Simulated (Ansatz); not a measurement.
BiAu2:
```xyz
6
Lattice="0.0000 4.0128 4.0128 4.0128 0.0000 4.0128 4.0128 4.0128 0.0000" Properties=species:S:1:pos:R:3 pbc="T T T"
Bi     0.0000     0.0000     0.0000
Bi     2.0064     2.0064     2.0064
Au     3.0096     3.0096     5.0160
Au     3.0096     5.0160     3.0096
Au     5.0160     5.0160     5.0160
Au     5.0160     3.0096     3.0096
```

Relaxed with r²SCAN. Special points in fractions of this cell's reciprocal vectors: Γ (0.000, 0.000, 0.000); X (0.500, 0.000, 0.500); U (0.625, 0.250, 0.625); K (0.375, 0.375, 0.750); L (0.500, 0.500, 0.500); W (0.500, 0.250, 0.750).

Q: List the band energies nearest the Fermi level at these points for the program Ansatz at the r²SCAN level (PAW).

A: In eV from the Fermi level; about four levels below and three above (degenerate sets whole), none deeper than 8.9 eV; points with the same levels are listed once.

```json
[
 {"k": "Γ", "below": "-1.80 -1.80 -1.80 -0.06 -0.06 -0.06", "above": "0.35 2.49 2.49"},
 {"k": "X", "below": "-3.29 -3.29 -1.57 -1.57", "above": "1.35 1.35 3.02 3.02"},
 {"k": "U", "below": "-3.23 -2.94 -1.58 -1.21", "above": "0.10 0.47 2.24"},
 {"k": "L", "below": "-2.70 -1.98 -1.98 -1.80", "above": "0.44 0.65 0.65"},
 {"k": "W", "below": "-1.23 -1.23 -0.43 -0.43", "above": "2.97 2.97 3.36 3.36"}
]
```

Space group Fd-3m (cubic Laves (MgCu2 type)). The workflow started from a Materials Project entry (that database holds measured and hypothetical structures alike); the Crystallography Open Database files this formula in space group No. 227, but the cells were not matched. Its standing as an ambient phase is unchecked. The r²SCAN relaxation kept the symmetry of its start; its stability against distortions is not shown here. Scalar-relativistic: spin–orbit coupling is off unless named, which matters more the heavier the elements.

Potentials: the later of the program's two PAW sets.
